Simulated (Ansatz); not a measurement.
**Stability checks on a candidate for Ti4C3**

It was reached by relaxing an invented guess, and it needn't be the stable form of this composition.

Method: DFT PBE, scalar-relativistic, plane waves, PAW in Ansatz 0.2.0. Plane waves to 420 eV, a 10×10×10 mesh through Γ for the 7-atom cell and 0.10 eV Gaussian smearing; no spin polarisation.

```cif
data_structure
_symmetry_space_group_name_H-M 'Pm-3m'
_symmetry_Int_Tables_number 221
_cell_length_a 4.3102
_cell_length_b 4.3102
_cell_length_c 4.3102
_cell_angle_alpha 90.000
_cell_angle_beta 90.000
_cell_angle_gamma 90.000
_cell_volume 80.08
loop_
_atom_site_label
_atom_site_type_symbol
_atom_site_symmetry_multiplicity
_atom_site_Wyckoff_symbol
_atom_site_fract_x
_atom_site_fract_y
_atom_site_fract_z
_atom_site_occupancy
Ti1 Ti 3 d 0.50000 0.00000 0.00000 1
Ti2 Ti 1 b 0.50000 0.50000 0.50000 1
C1 C 3 c 0.00000 0.50000 0.50000 1
```

Energies over the elements count from the elements' standard structures at the same level, with no fitted energy shifts.

**Question.** These tests were run: energy against the elements; elastic tensor. What do they show?

**Answer.**

```csv
test,result
energy against the elements,−0.70 eV/atom
elastic tensor,least eigenvalue 120 GPa
```

It fails none of these tests. Whether a mixture of other phases lies lower isn't tested here. Phonons away from Γ weren't computed.

The reference form of C is held partly by dispersion forces, which this level lacks. The run for the elastic tensor used a 10×10×10 k mesh and Fermi–Dirac smearing of 0.15 eV.
